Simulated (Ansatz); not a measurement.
Rh (Fm-3m), tetragonal deformation path

Theory: DFT LDA, scalar-relativistic, plane waves, PAW in Ansatz. The runs took a 420 eV cutoff, a Γ-centred 24×24×24 mesh and Gaussian smearing (0.15 eV). No spin polarisation. Energies are free energies at this smearing, counted from the undisturbed cell; pressure is positive in compression.

Reference structure (as given, not relaxed at this level; it stands at -11.2 GPa):

```
Rh
1.0
     0.00000    1.90155    1.90155
     1.90155    0.00000    1.90155
     1.90155    1.90155    0.00000
Rh
1
Cartesian
  0.0000 0.0000 0.0000
```

At fixed volume and fractional coordinates, lengths along (0.000, 0.000, 1.000) are scaled against those across it; ρ is that ratio over its starting value. The cell is metallic on the mesh throughout. At ρ = 0.707 the cell becomes cubic (Im-3m), and there the slope of the energy vanishes by symmetry. At -11 GPa the given cell is far from its own equilibrium, so these figures belong to a strongly strained crystal.

```csv
ρ,ΔE (meV/atom)
0.650,324.5
0.707,382.7
0.780,300.1
0.850,156.9
0.920,46.3
0.960,11.6
1.000,0.0
1.050,17.2
1.100,66.0
1.200,230.8
1.300,440.8
1.414,728.0
1.500,978.0
```

Q: Predict the pressure (GPa) at each point.

A:
```
    ρ  pressure (GPa)
0.650            -4.3
0.707            -3.2
0.780            -5.0
0.850            -7.9
0.920           -10.2
0.960           -11.0
1.000           -11.2
1.050           -10.8
1.100            -9.6
1.200            -5.1
1.300             1.5
1.414            11.6
1.500            21.2
```

Cost: 13 runs of about 5 core-minutes in all, on AMD EPYC (Zen 3) (shared hosts).